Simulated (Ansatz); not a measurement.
Relaxed PbS (rock salt):

```
PbS
1.0
    0.00000     3.00445     3.00445
    3.00445     0.00000     3.00445
    3.00445     3.00445     0.00000
S Pb
1 1
Direct
  0.00000   0.00000   0.00000
  0.50000   0.50000   0.50000
```

Scan: atom 2 (Pb, nearest neighbour S at 3.004 Å; its periodic images, 4.2 Å or more away, move with it) is displaced along Cartesian [110], direction (0.707, 0.707, 0.000) in Cartesian axes, by s. The other atoms stay.

Level of theory: PBE (plane waves to 420 eV, PAW, scalar-relativistic; Ansatz, a quantum-chemistry and plane-wave program). k mesh 8×8×8 (Γ-centred), Fermi-Dirac smearing 0.05 eV. The energy includes the smearing's −TS. PbS was relaxed with its symmetry unable to fall. Spin-orbit coupling is left out, though Pb is heavy. ΔE is measured from the undisplaced structure.

| s (Å) | ΔE (meV/cell) |
|---|---|
| -0.600 | withheld |
| -0.480 | 122.0 |
| -0.360 | 46.7 |
| -0.240 | 12.4 |
| -0.120 | 1.6 |
| 0.000 | 0.0 |
| 0.120 | 1.6 |
| 0.240 | 12.4 |
| 0.360 | 46.7 |
| 0.480 | 122.0 |
| 0.600 | withheld |

Problem. Fit an even polynomial form (powers 2, 4, 6) to the given rows and predict ΔE at s = -0.600.

Solution. Least squares on the 9 given rows: ΔE = (82.77)·s² + (2404)·s⁴ + (-2019)·s⁶, in meV/cell with s in Å; root-mean-square residual 0.04 meV/cell. At -0.600 the fit gives 247.2 meV/cell; the calculation gives 255.6 meV/cell, so the extrapolation is off by -8.4 (-3.3 %). The quadratic term alone would give 29.8 meV/cell.

(For displaced atoms, the force is minus the slope of the energy, and its curvature is a force constant, which sets phonon frequencies.)
